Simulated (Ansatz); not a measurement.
CdS in space group P4_2/mmc (No. 131; Cd on 2c, S on 2e), PBE in the plane-wave PAW code Ansatz, all energies at zero smearing, with the estimated change up to a 700 eV cutoff added, with one set of potentials and settings (totals compare only within such a set). Cell of 4 atoms (2 Cd, 2 S): -18314.404 eV.

| element | reference phase | E (eV/atom) |
|---|---|---|
| Cd | P6_3/mmc, 2 atoms in the cell | -8254.4547 |
| S | Fddd, 32 atoms in the cell | -902.0599 |

Formation energy per atom, worked out: (-18314.404 − 2×(-8254.4547) − 2×(-902.0599))/4 = -0.344 eV/atom (-33 kJ per mol of atoms), at 0 K, without zero-point energy or fitted corrections.

A made-up cell: these elements were put on the sites of a structure type; neither database checked (COD, Materials Project) lists it. It is not the phase usual at ambient conditions (space group No. 186, 216). Symmetry was held in the PBE relaxation; its stability against distortions is not shown here. The references are the lowest solids computed at this level, not always the standard phases.

Potentials: the later of the program's two PAW sets.
